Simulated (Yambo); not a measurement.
WO3 (space group P2_1/m, No. 11, within 0.06 Å of Cmcm), G0W0@PBEsol in Yambo with this input:

```
rim_cut
gw0
dyson
el_el_corr
HF_and_locXC
ppa
em1d
RandQpts= 1000000
RandGvec= 1 Ry
EXXRLvcs= 84 Ry
VXCRLvcs= 336 Ry
Chimod= "HARTREE"
% BndsRnXp
 3 | 173 |
%
NGsBlkXp= 7 Ry
% LongDrXp
 1.0 | 1.0 | 1.0 |
%
PPAPntXp= 27.2114 eV
% GbndRnge
 1 | 173 |
%
GTermKind= "BG"
DysSolver= "n"
ExtendOut
```

On a 4×2×4 mesh, with wavefunctions cut at 84 Ry, the gap ((-0.5, 0, -0.5) → Γ) is 2.670 eV and the valence edge shifts by -0.261 eV.

Question: What happens with this change: 2×1×2 mesh?

Answer: The gap falls by 0.112 eV, to 2.558 eV; the shift of the valence edge becomes -0.101 eV. Neither run is shown to be the converged limit.

Spin-orbit coupling is not included.

Geometry of the Materials Project entry, not relaxed at this level; primitive cell a = 3.8721 Å, b = 7.4801 Å, c = 3.8743 Å, α = 90.00°, β = 90.35°, γ = 90.00°.

The structure is a Materials Project entry; no match was found in the copy of COD used, and its stability was not checked.

A shift is the quasiparticle energy of the state minus its PBEsol energy.
